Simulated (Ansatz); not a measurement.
Ansatz 0.2.0, relaxation: GdGa2

Launch command:

```bash
ansatz run input.yaml --threads 2 --pin off --max-ram 3584MiB --backend cpu --events-out ev --progress --plain --runs-dir out
```

Input:

```yaml
crystal:
  lattice:
    - [4.21011806, 0.0, 0.0]
    - [-2.10505903, 3.64607389, 0.0]
    - [0.0, 0.0, 4.12438039]
  atoms:
    - { symbol: Gd, position: [0.0, 0.0, 0.0], spin: 7, spin_axis: [1.0, 0.0, 0.0] }
    - { symbol: Ga, position: [0.3333, 0.6667, 0.5] }
    - { symbol: Ga, position: [0.6666, 0.3333, 0.5] }
kpoints:
  mp_grid: { grid: [6, 6, 6], shift: [0, 0, 0] }
magnetization:
  noncollinear: true
  spin_orbit: true
scf:
  occupations: { method: fermi_dirac }
  lower_state_search: "off"
hamiltonian:
  pseudopotentials: { kind: paw_fr }
  xc: pbesol
basis:
  ecutwfc: 420
  fft_grid_basis: typed
relax:
  max_steps: 60
  cell: { p_target: 0.0 }
output:
  forces: true
  stress: true
  eigenvalues: true
  bader: true
  populations: true
  elf: true
  write_potential: true
  volumetric_format: npy
  dos:
    e_range: [-12, 8]
    de: 0.05
    projected: { site_lists: { Ga: [Ga], Gd: [Gd] } }
    method: { smearing: { sigma: 0.1, scheme: gaussian } }
checkpoint:
  read: saved_state
```

Origin of the cell: a database entry, scaled a little.

The smearing width isn't typed, so it takes its default of 0.1 eV.

The saved state is a converged single point of the same cell, with its larger moments on Gd1 (non-collinear).

Steps («new basis» is an SCF on plane waves selected anew at the same cell):

| step | ΔF (meV/atom) | max force component (eV/Å) | P (GPa) | volume (Å³) | SCF iterations | step was |
| --- | --- | --- | --- | --- | --- | --- |
| 1 | 0.0 | 0.003 | -1.72 | 63.31 | 12 | accepted |
| 2 | -3.3 | 0.001 | 0.37 | 61.35 | 8 | accepted |
| 3 | -3.3 | 0.001 | -0.01 | 61.67 | 6 | accepted |
| 4 | -3.2 | 0.001 | -0.01 | 61.67 | 6 | new basis |

Step 1, with forces in eV/Å:

```xyz
3
Lattice="4.210 0.000 0.000 -2.105 3.646 0.000 0.000 0.000 4.124" Properties=species:S:1:pos:R:3:forces:R:3 pbc="T T T" step=1
Gd    0.000    0.000    0.000   -0.001    0.000    0.000
Ga    0.000    2.431    2.062    0.000   -0.003    0.000
Ga    2.105    1.215    2.062    0.000    0.003    0.000
```

Step 2, with forces in eV/Å:

```xyz
3
Lattice="4.191 0.000 0.000 -2.096 3.630 0.000 0.000 0.000 4.033" Properties=species:S:1:pos:R:3:forces:R:3 pbc="T T T" step=2
Gd    0.000    0.000    0.000    0.001    0.000    0.000
Ga    0.000    2.420    2.017    0.000   -0.001    0.000
Ga    2.095    1.210    2.017    0.000    0.001    0.000
```

Step 4, with forces in eV/Å:

```xyz
3
Lattice="4.195 0.000 0.000 -2.097 3.633 0.000 0.000 0.000 4.047" Properties=species:S:1:pos:R:3:forces:R:3 pbc="T T T" step=4
Gd    0.000    0.000    0.000    0.000    0.000    0.000
Ga    0.000    2.422    2.023    0.000   -0.001    0.000
Ga    2.097    1.211    2.023    0.000    0.001    0.000
```

```
Free energy lowered by  : 3.2 meV/atom
Volume change           : -2.60 %
Final pressure          : -0.01 GPa
Relaxation steps listed : 4
Total moment            : 7.07 μB
```

Caveats: f shells without a U or exact exchange are poorly placed; the relaxation held the start's symmetry, so the end may be a saddle point.

Time: 2.3 min on 2 threads of Intel(R) Xeon(R) 6975P-C (Granite Rapids), on a shared host, peak memory 0.95 GiB, from a saved density.
